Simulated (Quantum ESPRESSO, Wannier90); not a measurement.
# CsPbCl₃ (cubic perovskite): Wannier90 run

```
begin unit_cell_cart
ang
    5.6798400000    0.0000000000    0.0000000000
    0.0000000000    5.6798400000    0.0000000000
    0.0000000000    0.0000000000    5.6798400000
end unit_cell_cart
begin atoms_frac
Cs   0.0000000000  0.0000000000  0.0000000000
Pb   0.5000000000  0.5000000000  0.5000000000
Cl   0.0000000000  0.5000000000  0.5000000000
Cl   0.5000000000  0.0000000000  0.5000000000
Cl   0.5000000000  0.5000000000  0.0000000000
end atoms_frac
```

Cell from Materials Project (mp-23037), symmetrised, no further relaxation. COD (Crystallography Open Database) records the formula in this space group. Ideal cubic forms of this type are often high-temperature phases that distort on cooling; symmetry holds the cell here, and its stability was not tested. Level: PBEsol, no spin polarisation, no spin-orbit coupling; pw.x of Quantum ESPRESSO at 50 Ry with PseudoDojo potentials, 6×6×6 k-points, Wannier90. Density: 6×6×6 mesh, cold smearing 0.01 Ry. Spin-orbit coupling is left out although heavy elements are present.

A tight-binding model is made by disentanglement and projection with no localisation steps (num_iter = 0), so the 16 orbitals stay atom-like: hydrogen-like Cs: s; Pb: p; Cl: s;p, axes along x, y, z; frozen window up to 3.47 eV relative to the valence-band maximum. It follows pw.x to 1.2 meV rms for states up to 3.0 eV relative to the valence-band maximum. Matrix elements depend on this choice of orbitals and windows. Bands 10–13 (Cs 5p 74 %, Pb 6s 18 %, Cl 3p 6 %) lie between the kept ones and are excluded.

Problem. What are the on-site energies relative to the valence-band maximum, and how fast do the hoppings decay?

Solution. 
```json
[
 {"atom": "Cs1", "orbitals": "s", "energy (eV)": "4.97"},
 {"atom": "Pb2", "orbitals": "pz px py", "energy (eV)": "2.77"},
 {"atom": "Cl3", "orbitals": "s", "energy (eV)": "-14.18"},
 {"atom": "Cl3", "orbitals": "pz py", "energy (eV)": "-2.39"},
 {"atom": "Cl3", "orbitals": "px", "energy (eV)": "-1.91"},
 {"atom": "Cl4", "orbitals": "s", "energy (eV)": "-14.18"},
 {"atom": "Cl4", "orbitals": "pz px", "energy (eV)": "-2.39"},
 {"atom": "Cl4", "orbitals": "py", "energy (eV)": "-1.91"},
 {"atom": "Cl5", "orbitals": "s", "energy (eV)": "-14.18"},
 {"atom": "Cl5", "orbitals": "pz", "energy (eV)": "-1.91"},
 {"atom": "Cl5", "orbitals": "px py", "energy (eV)": "-2.39"}
]
```

| distance of the centres (Å) | largest modulus (eV) |
|---|---|
| 2–3 | 1.8 |
| 4–5 | 0.26 |
| 5–6 | 0.33 |
| 6–7 | 0.030 |
| 8–9 | 0.066 |
| 9–10 | 0.0052 |
| 10–11 | 0.0035 |
| 11–12 | 0.020 |
| 12–13 | 0.0033 |
